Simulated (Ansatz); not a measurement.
Task: TiSi₂ in space group Cmcm (No. 63; Ti on 4c, Si on 4c, Si on 4c) is relaxed with plane-wave PAW PBE (Ansatz code). What lattice parameters of the conventional cell result?

Result: a = 3.546 Å, b = 13.567 Å, c = 3.579 Å.

Task: Give the free coordinates with the occupied sites.

Result: In one choice of origin and axes:

```
atom  site  symmetry       x       y       z
----  ----  --------  ------  ------  ------
Ti      4c       m2m  0.0000  0.1032  0.7500
Si      4c       m2m  0.0000  0.5592  0.2500
Si      4c       m2m  0.0000  0.2497  0.2500
```

Task: Is it a metal or does it have a gap at this level?

Result: No gap at this level.

The PBE relaxation kept the symmetry of its start. No spin polarisation was allowed.

Potentials: the earlier of the program's two PAW sets.
